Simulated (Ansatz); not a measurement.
## How far is PAW off for SiC?

```xyz
2
Lattice="0.0000 2.1899 2.1899 2.1899 0.0000 2.1899 2.1899 2.1899 0.0000" Properties=species:S:1:pos:R:3 pbc="T T T"
Si    0.0000    0.0000    0.0000
C     1.0949    1.0949    1.0949
```

Atom numbers follow the list: Si1, C2.

The conventional cell has a = 4.380 Å, b = 4.380 Å, c = 4.380 Å, α = 90.00°, β = 90.00°, γ = 90.00°. Around Si (atom 1) lie 4 C at 1.90 Å. C (atom 2) has 4 Si at 1.90 Å as nearest neighbours.

The cell was built from the zincblende type and relaxed in the same program, and has space group F-43m; it needn't be a known or the stable phase.

Methods: DFT, PBE, PAW with Ansatz's default frozen-core files, scalar-relativistic (Ansatz 0.2.0); DFT, PBE, all-electron PAW with datasets made for the crystal, scalar-relativistic (Ansatz 0.2.0); DFT, PBE, all-electron LAPW, scalar-relativistic (Ansatz 0.2.0).

For PAW: a Γ-centred 16×16×16 k mesh, Fermi–Dirac smearing of 0.08 eV, cutoff 420 eV, no spin polarisation. The crystal-made all-electron datasets (AE datasets) take a cutoff of 340 eV at this cell. LAPW targets a basis error of 0.5 meV/atom. The Ansatz runs share mesh, smearing and spin set-up. Plane-wave (PAW) pressures include the program's estimate of the Pulay term.

Stress and pressure are positive in compression.

Levels count from the top of the valence band.

| quantity | PAW | AE datasets | LAPW |
| --- | --- | --- | --- |
| pressure (GPa) | 0.00 | 0.01 | 0.01 |
| band gap (eV) | 1.373 | 1.372 | 1.372 |
| highest filled level at X (eV) | -3.157 | -3.159 | -3.159 |
| lowest empty level at X (eV) | 1.373 | 1.372 | 1.372 |
| highest filled level at L (eV) | -1.049 | -1.050 | -1.050 |
| lowest empty level at L (eV) | 5.294 | 5.294 | 5.293 |
| highest filled level at Γ (eV) | 0.000 | 0.000 | 0.000 |
| lowest empty level at Γ (eV) | 6.040 | 6.049 | 6.049 |
